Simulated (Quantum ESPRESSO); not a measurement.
## Band energies of CsLaS$_{2}$

```
CsLaS2
1.0
    2.14093     1.23606     7.92556
   -2.14093     1.23606     7.92556
    0.00000    -2.47213     7.92556
S Cs La
2 1 1
Cartesian
  0.00000   0.00000   5.45723
  0.00000   0.00000  18.31945
  0.00000   0.00000   0.00000
  0.00000   0.00000  11.88834
```

PBEsol (Quantum ESPRESSO, PseudoDojo norm-conserving, 110 Ry, scalar-relativistic); path ΓLB1,BZΓX,QFP1Z,LP; energies in eV from the valence-band maximum.

| k (1/Å) | point | band 12 | band 13 | band 14 | band 15 | band 16 | band 17 | band 18 | band 19 |
|---|---|---|---|---|---|---|---|---|---|
| 0.00 | Γ | -1.46 | -1.46 | -0.10 | 0.00 | 0.00 | 3.49 | 3.73 | 3.73 |
| 0.21 |  | -1.40 | -1.38 | -0.41 | -0.12 | -0.10 | 3.38 | 3.79 | 3.79 |
| 0.43 |  | -1.41 | -1.22 | -0.87 | -0.26 | -0.13 | 3.14 | 3.81 | 3.81 |
| 0.64 |  | -1.34 | -1.12 | -0.78 | -0.34 | -0.31 | 3.03 | 3.61 | 3.77 |
| 0.86 | L | -1.11 | -1.05 | -0.75 | -0.63 | -0.34 | 3.02 | 3.45 | 3.88 |
| 1.13 |  | -1.41 | -0.95 | -0.78 | -0.68 | -0.29 | 3.25 | 3.66 | 3.73 |
| 1.39 | B1 | -1.41 | -1.08 | -0.82 | -0.79 | -0.32 | 3.31 | 3.63 | 3.69 |
| 1.39 | B | -1.41 | -1.08 | -0.82 | -0.79 | -0.32 | 3.31 | 3.63 | 3.69 |
| 1.50 |  | -1.36 | -1.05 | -0.84 | -0.75 | -0.40 | 3.24 | 3.54 | 3.77 |
| 1.70 |  | -1.44 | -1.09 | -0.77 | -0.67 | -0.22 | 3.21 | 3.29 | 3.88 |
| 2.01 |  | -1.63 | -1.30 | -0.42 | -0.37 | -0.10 | 3.14 | 3.61 | 3.88 |
| 2.22 |  | -1.49 | -1.40 | -0.65 | -0.15 | -0.11 | 3.32 | 3.82 | 3.90 |
| 2.32 | Z | -1.41 | -1.41 | -0.77 | -0.10 | -0.10 | 3.40 | 3.84 | 3.84 |
| 2.46 |  | -1.43 | -1.43 | -0.57 | -0.08 | -0.08 | 3.42 | 3.81 | 3.81 |
| 2.72 | Γ | -1.46 | -1.46 | -0.10 | 0.00 | 0.00 | 3.49 | 3.73 | 3.73 |
| 2.92 |  | -1.41 | -1.39 | -0.37 | -0.13 | -0.10 | 3.43 | 3.76 | 3.77 |
| 3.12 |  | -1.34 | -1.32 | -0.80 | -0.39 | -0.14 | 3.31 | 3.71 | 3.90 |
| 3.32 |  | -1.32 | -1.25 | -0.71 | -0.59 | -0.13 | 3.40 | 3.48 | 3.88 |
| 3.52 |  | -1.27 | -1.11 | -0.94 | -0.54 | -0.16 | 3.35 | 3.55 | 3.79 |
| 3.72 | X | -1.39 | -1.08 | -0.81 | -0.81 | -0.30 | 3.32 | 3.64 | 3.68 |
| 3.72 | Q | -1.39 | -1.08 | -0.81 | -0.81 | -0.30 | 3.32 | 3.64 | 3.68 |
| 3.96 |  | -1.19 | -1.13 | -0.60 | -0.57 | -0.31 | 2.79 | 3.74 | 3.76 |
| 4.19 | F | -1.24 | -1.22 | -0.61 | -0.17 | -0.15 | 2.36 | 3.80 | 3.91 |
| 4.19 | P1 | -1.22 | -1.14 | -0.72 | -0.21 | -0.20 | 2.45 | 3.79 | 3.83 |
| 4.28 |  | -1.22 | -1.06 | -0.88 | -0.19 | -0.16 | 2.45 | 3.76 | 3.81 |
| 4.46 |  | -1.28 | -1.24 | -0.83 | -0.21 | -0.07 | 2.63 | 3.68 | 3.79 |
| 4.64 |  | -1.55 | -1.29 | -0.58 | -0.20 | -0.12 | 2.95 | 3.71 | 3.79 |
| 4.82 |  | -1.57 | -1.37 | -0.50 | -0.23 | -0.14 | 3.23 | 3.81 | 3.87 |
| 4.99 | Z | -1.41 | -1.41 | -0.77 | -0.10 | -0.10 | 3.40 | 3.84 | 3.84 |
| 4.99 | L | -1.11 | -1.05 | -0.75 | -0.63 | -0.34 | 3.02 | 3.45 | 3.80 |
| 5.26 | P | -1.22 | -1.14 | -0.72 | -0.21 | -0.20 | 2.45 | 3.79 | 3.85 |

The PBEsol gap is indirect, 2.36 eV, from Γ to F; the smallest direct gap is 2.51 eV.

The 4f states are in the valence at their DFT position.

Geometry relaxed with PBEsol.

The structure is a Materials Project entry; no match was found in the copy of COD used, and its stability was not checked.
